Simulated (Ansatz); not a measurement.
TaN:
```cif
data_NTa
_chemical_formula_sum 'N1 Ta1'
_space_group_name_H-M_alt 'P 1'
_space_group_IT_number 1
_cell_length_a 3.10875
_cell_length_b 3.10875
_cell_length_c 3.10875
_cell_angle_alpha 60.000
_cell_angle_beta 60.000
_cell_angle_gamma 60.000
loop_
_space_group_symop_operation_xyz
  'x, y, z'
loop_
_atom_site_label
_atom_site_type_symbol
_atom_site_fract_x
_atom_site_fract_y
_atom_site_fract_z
_atom_site_occupancy
N1 N 0.00000 0.00000 0.00000 1
Ta1 Ta 0.50000 0.50000 0.50000 1
```

Relaxed with r²SCAN.

Problem. Which orbitals make up the states near the Fermi level in the program Ansatz at the r²SCAN level (PAW)?

Solution. Within 0.5 eV of the Fermi level: Ta 5d 80 %, N 2p 15 %. Projections are on Löwdin-orthogonalised atomic valence shells; empty p or d shells of many metals are not among them.

Problem. Tabulate the density of states.

Solution. States/eV per cell of 2 atoms, in 0.25 eV bins, energy from the Fermi level.

```
E (eV)  total  Ta 5d  N 2p  N 2s
------  -----  -----  ----  ----
-7.85    1.29   0.44  0.78  0.01
-7.60    2.32   0.79  1.45  0.02
-7.35    3.43   1.05  2.22  0.03
-7.10    3.08   0.97  1.97  0.02
-6.85    1.78   0.62  1.10  0.01
-6.60    1.38   0.48  0.86  0.01
-6.35    1.10   0.37  0.69  0.01
-6.10    0.92   0.30  0.59  0.01
-5.85    0.75   0.23  0.50  0.00
-5.60    0.62   0.16  0.44  0.00
-5.35    0.47   0.09  0.36  0.00
-5.10    0.22   0.04  0.17  0.00
-4.85    0.14   0.03  0.11  0.00
-4.60    0.14   0.04  0.09  0.00
-4.35    0.14   0.06  0.07  0.00
-4.10    0.15   0.09  0.05  0.00
-3.85    0.18   0.11  0.06  0.00
-3.60    0.22   0.14  0.07  0.00
-3.35    0.25   0.17  0.07  0.00
-3.10    0.29   0.20  0.08  0.00
-2.85    0.33   0.24  0.08  0.00
-2.60    0.37   0.27  0.09  0.00
-2.35    0.42   0.32  0.09  0.00
-2.10    0.49   0.38  0.10  0.00
-1.85    0.52   0.41  0.10  0.00
-1.60    0.56   0.43  0.11  0.01
-1.35    0.60   0.46  0.11  0.01
-1.10    0.63   0.48  0.12  0.01
-0.85    0.66   0.51  0.12  0.01
-0.60    0.70   0.55  0.12  0.01
-0.35    0.76   0.59  0.13  0.01
-0.10    0.73   0.58  0.11  0.01
0.15     0.78   0.62  0.12  0.01
0.40     0.86   0.69  0.12  0.01
0.65     0.94   0.77  0.13  0.01
0.90     1.01   0.83  0.13  0.01
1.15     1.15   0.95  0.14  0.01
1.40     1.31   1.08  0.16  0.02
1.65     1.55   1.28  0.19  0.03
1.90     2.12   1.74  0.27  0.04
2.15     2.06   1.69  0.26  0.05
2.40     1.71   1.41  0.19  0.05
2.65     1.57   1.30  0.16  0.05
2.90     1.47   1.20  0.15  0.06
3.15     1.66   1.36  0.16  0.07
3.40     1.61   1.32  0.12  0.08
3.65     0.91   0.60  0.11  0.10
3.90     0.81   0.46  0.11  0.12
4.15     0.93   0.52  0.12  0.15
4.40     1.03   0.55  0.14  0.18
4.65     1.07   0.53  0.15  0.18
```

Space group Fm-3m (rock salt). The cell was relaxed with r²SCAN under the symmetry of its start. The run is not spin-polarised. Scalar-relativistic: spin–orbit coupling is off unless named, which matters more the heavier the elements.

Potentials: the later of the program's two PAW sets.
